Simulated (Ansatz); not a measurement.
BeS:
```
BeS
1.0
    3.44519     0.00000     0.00000
   -1.72259     2.98362     0.00000
    0.00000     0.00000    26.00000
Be S
1 1
Cartesian
  1.72259   0.99454  13.00000
  0.00000   1.98908  13.00000
```
The layer is periodic in x and y and isolated along z.

Relaxed with r²SCAN+D4. 

Question: HSE06 on this cell (Ansatz, an electronic-structure program, PAW) gives a gap of 5.60 eV. What does r²SCAN+D4 give?

Answer: 5.06 eV.

Cost on shared cores: the r²SCAN+D4 run (SCF on a 12×12×1 mesh, then bands and DOS) around 120 core-seconds (rough), the HSE06 run (SCF on 9×9×1, then a few points) around 7 core-minutes (rough); the tasks are unlike.

Space group P-6m2 (h-BN-type). A constructed layer: a layer type filled with these elements; whether it has been made was not checked. It is flat by the symmetry kept. The r²SCAN+D4 relaxation kept the symmetry of its start; whether a distortion lowers the energy is not shown.

Potentials: the later of the program's two PAW sets.

Ansatz is a plane-wave DFT program.
